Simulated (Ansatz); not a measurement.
Relaxed C (graphite type, space group P6_3/mmc):

```xyz
4
Lattice="2.4554 0.0000 0.0000 -1.2277 2.1264 0.0000 0.0000 0.0000 6.6707" Properties=species:S:1:pos:R:3 pbc="T T T"
C      0.0000     0.0000     1.6677
C      0.0000     0.0000     5.0030
C      0.0000     1.4176     1.6677
C      1.2277     0.7088     5.0030
```

In this cell atom 2 (C, nearest neighbour C at 1.418 Å; its periodic images, 2.5 Å or more away, move with it) is moved by s along Cartesian z, unit vector (0.000, 0.000, 1.000); all other atoms and the cell stay fixed.

Computed with r2SCAN+rVV10 (plane waves to 500 eV, PAW, scalar-relativistic; Ansatz, a program for electronic structure). k mesh 12×12×4 (Γ-centred), Fermi-Dirac smearing 0.05 eV. Energies are smeared free energies. With partly filled bands, energies and forces of such displacements shift with the k mesh and the smearing. F∥ is the force on the atom along that direction. C was relaxed with its symmetry unable to fall. ΔE is measured from the undisplaced structure.

### Question
Give the computed ΔE (meV/cell) and F∥ (eV/Å) at s (Å) = -0.140, -0.112, -0.084, -0.056, 0.084.

### Answer
```json
[
 {"s (Å)": "-0.140", "ΔE (meV/cell)": "170", "F∥ (eV/Å)": "2.434"},
 {"s (Å)": "-0.112", "ΔE (meV/cell)": "109", "F∥ (eV/Å)": "1.943"},
 {"s (Å)": "-0.084", "ΔE (meV/cell)": "61", "F∥ (eV/Å)": "1.454"},
 {"s (Å)": "-0.056", "ΔE (meV/cell)": "27", "F∥ (eV/Å)": "0.968"},
 {"s (Å)": "0.084", "ΔE (meV/cell)": "61", "F∥ (eV/Å)": "-1.454"}
]
```

(For displaced atoms, the force is minus the slope of the energy, and its curvature is a force constant, which sets phonon frequencies.)
